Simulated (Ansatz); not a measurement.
A relaxation computed with Ansatz, from input to last step.

```yaml
crystal:
  lattice:
    - [-4.616815784, 4.6853777728, -1.5879605412]
    - [-4.6215777333, -1.5733365779, 4.7435355105]
    - [1.5618672772, 4.7072167655, 4.7606125538]
  atoms:
    - { symbol: Al, position: [0.6984501462, 0.694215803, 0.2091761545] }
    - { symbol: Al, position: [0.8057857839, 0.2853974439, 0.2971875695] }
    - { symbol: Al, position: [0.5903822531, 0.6008145377, 0.6116298084] }
    - { symbol: Al, position: [0.8062850083, 0.8050467484, 0.7995371352] }
    - { symbol: Al, position: [0.3882166133, 0.8965374069, 0.890627716] }
    - { symbol: Ti, position: [0.9953581254, 0.0084148853, 0.011184021] }
    - { symbol: Ti, position: [0.5805508537, 0.1028635746, 0.1054063168] }
    - { symbol: Ti, position: [0.1186518247, 0.6030391878, 0.0907871033] }
    - { symbol: Ti, position: [0.0058714473, 0.502085387, 0.4967810581] }
    - { symbol: Ti, position: [0.7071152912, 0.1985533961, 0.6946775829] }
    - { symbol: Ti, position: [0.300165262, 0.3073680001, 0.7994197882] }
    - { symbol: Ti, position: [0.8867271864, 0.4045809002, 0.8986416245] }
    - { symbol: Re, position: [0.5053974573, 0.4983245981, 0.0099026072] }
    - { symbol: Re, position: [0.198563074, 0.1968478808, 0.2005546385] }
    - { symbol: Re, position: [0.3028312604, 0.8004124759, 0.3007174654] }
    - { symbol: Re, position: [0.3998833123, 0.4019637699, 0.3980309003] }
    - { symbol: Re, position: [0.5060437589, 0.0026627636, 0.4967209377] }
    - { symbol: Re, position: [0.0956855099, 0.0985979612, 0.5989799532] }
    - { symbol: Re, position: [0.8892900896, 0.8954462182, 0.404752543] }
    - { symbol: Re, position: [0.1979375469, 0.6998779569, 0.695552751] }
  symmetry: { detect: false }
basis:
  ecutwfc: 420
kpoints:
  mp_grid: { grid: [3, 3, 3] }
hamiltonian:
  xc: pbe
scf:
  occupations: { method: gaussian, width: 0.1 }
  lower_state_search: "off"
output:
  forces: true
  stress: true
  eigenvalues: true
relax:
  adjacent_minimum: "off"
  f_tol: 0.04
  max_steps: 25
  cell: { stress_tol: 0.3 }
```

```bash
ansatz run input.yaml --threads 4 --pin off --max-ram 9216MiB --backend cpu --events-out ev --progress --plain --runs-dir out
```

These are results of DFT PBE, scalar-relativistic, plane waves, PAW in Ansatz 0.2.0, not measurements.

Of 4 frames 3 are shown, positions in Å and forces in eV/Å; the SCF threshold varies from step to step. Steps run on the plane waves of an earlier cell, with a Pulay correction in the pressure. The basis is chosen afresh for the last frame, the zero of the energies, and at times for earlier ones too; energy and pressure can step there, also at an unchanged geometry. Where two frames share a geometry here, they differ by under 2 meV/atom and 0.3 GPa.

```xyz
20
Lattice="-4.6168 4.6854 -1.5880 -4.6216 -1.5733 4.7435 1.5619 4.7072 4.7606" Properties=species:S:1:pos:R:3:forces:R:3 pbc="T T T" step=1 free_energy_over_end_meV_per_atom=1.09 pressure_GPa=0.10
Al   -6.1063    3.1649    3.1797   -0.0275    0.0046   -0.0382
Al   -4.5750    4.7253    1.4890    0.0044   -0.0759   -0.0212
Al   -4.5471    4.7000    4.8242    0.0294   -0.0248    0.0036
Al   -6.1943    6.2747    6.3447    0.0081    0.0173   -0.0155
Al   -4.5447    4.6008    7.8762   -0.0098   -0.0065    0.0333
Ti   -4.6168    4.7030   -1.4874   -0.0040   -0.1083    0.0667
Ti   -2.9911    3.0544    0.0678   -0.0911    0.0353    0.0056
Ti   -3.1930    0.0345    3.1043    0.1016    0.1138    0.0606
Ti   -1.5716    1.5760    4.7373   -0.0764    0.0316   -0.0348
Ti   -3.0973    6.2707    3.1261    0.0261   -0.0429   -0.0245
Ti   -1.5577    4.6858    4.7871   -0.0951   -0.0433    0.0567
Ti   -4.5601    7.7482    4.7891    0.1345    0.0480    0.1192
Re   -4.6209    1.6306    1.6084   -0.1000   -0.0490   -0.0468
Re   -1.5132    1.5647    1.5732   -0.0919    0.0253   -0.1061
Re   -4.6276    1.5751    4.7475    0.1884   -0.0437    0.1929
Re   -3.0822    3.1148    3.1666    0.1677    0.0377    0.0899
Re   -1.5728    4.7050    1.5737   -0.0477   -0.0703   -0.0988
Re    0.0381    3.1127    3.1673    0.0954    0.0600    0.0513
Re   -7.6119    4.6631    4.7623   -0.0959    0.0783   -0.2000
Re   -3.0620    3.1004    6.3168   -0.1162    0.0126   -0.0940
20
Lattice="-4.6148 4.6894 -1.5759 -4.6317 -1.5763 4.7381 1.5625 4.7229 4.7547" Properties=species:S:1:pos:R:3:forces:R:3 pbc="T T T" step=2 free_energy_over_end_meV_per_atom=0.28 pressure_GPa=-0.04
Al   -6.1123    3.1599    3.1820    0.0256   -0.0227    0.0244
Al   -4.5755    4.7322    1.4912   -0.0072    0.0396    0.0475
Al   -4.5512    4.7081    4.8163    0.0181    0.0097   -0.0201
Al   -6.2033    6.2852    6.3331   -0.0099   -0.0104    0.0002
Al   -4.5636    4.6091    7.8853   -0.0232    0.0028    0.0462
Ti   -4.6181    4.6896   -1.4717   -0.0353    0.0149   -0.0861
Ti   -3.0170    3.0566    0.0694    0.0836   -0.0153    0.0131
Ti   -3.1794    0.0487    3.1186   -0.0540   -0.0171   -0.0438
Ti   -1.5742    1.6007    4.7352    0.0817   -0.0453   -0.0797
Ti   -3.0922    6.2737    3.1213   -0.0075    0.0234   -0.0357
Ti   -1.5724    4.6895    4.8013    0.0697    0.0674   -0.1312
Ti   -4.5401    7.7667    4.8117   -0.0302   -0.0295    0.0248
Re   -4.6317    1.6179    1.6229   -0.0046    0.0184    0.0526
Re   -1.5230    1.5727    1.5559    0.0138    0.0057    0.0616
Re   -4.6065    1.5782    4.7673   -0.1877    0.0143   -0.1402
Re   -3.0632    3.1262    3.1720   -0.0111    0.0117    0.0121
Re   -1.5820    4.7093    1.5484    0.0308   -0.0251    0.0758
Re    0.0470    3.1318    3.1656   -0.0024   -0.0096    0.0205
Re   -7.6340    4.6792    4.7324   -0.0012   -0.0287    0.0810
Re   -3.0797    3.1235    6.3148    0.0509   -0.0042    0.0771
20
Lattice="-4.6197 4.6932 -1.5747 -4.6332 -1.5765 4.7276 1.5653 4.7266 4.7474" Properties=species:S:1:pos:R:3:forces:R:3 pbc="T T T" step=4 free_energy_over_end_meV_per_atom=0.00 pressure_GPa=-0.05
Al   -6.1182    3.1655    3.1743   -0.0020   -0.0024    0.0077
Al   -4.5777    4.7353    1.4918    0.0049    0.0045    0.0089
Al   -4.5507    4.7131    4.8066    0.0136    0.0029   -0.0023
Al   -6.2061    6.2899    6.3199   -0.0050    0.0007   -0.0091
Al   -4.5639    4.6143    7.8683    0.0031    0.0087    0.0053
Ti   -4.6255    4.6943   -1.4743    0.0031    0.0015   -0.0131
Ti   -3.0124    3.0596    0.0717    0.0045   -0.0026   -0.0025
Ti   -3.1873    0.0480    3.1079   -0.0169    0.0002   -0.0119
Ti   -1.5694    1.5957    4.7204   -0.0284    0.0197    0.0050
Ti   -3.0941    6.2830    3.1148   -0.0048    0.0163   -0.0047
Ti   -1.5672    4.7000    4.7831    0.0096   -0.0210   -0.0032
Ti   -4.5459    7.7732    4.8028   -0.0084   -0.0071    0.0145
Re   -4.6352    1.6230    1.6196    0.0041   -0.0031   -0.0093
Re   -1.5221    1.5727    1.5593   -0.0096    0.0035   -0.0224
Re   -4.6220    1.5807    4.7490    0.0154    0.0051    0.0179
Re   -3.0653    3.1285    3.1683    0.0115   -0.0141   -0.0056
Re   -1.5806    4.7128    1.5532    0.0006   -0.0057   -0.0183
Re    0.0493    3.1340    3.1611   -0.0084    0.0053    0.0027
Re   -7.6394    4.6816    4.7262    0.0096    0.0014    0.0166
Re   -3.0762    3.1238    6.3002    0.0034   -0.0139    0.0238
```

The run took 77 s on 4 threads of Arm Neoverse V2, with other jobs on the host, peak memory 1.3 GiB.

The k mesh is coarse. Spin–orbit coupling is left out, which can shift energies with elements as heavy as these.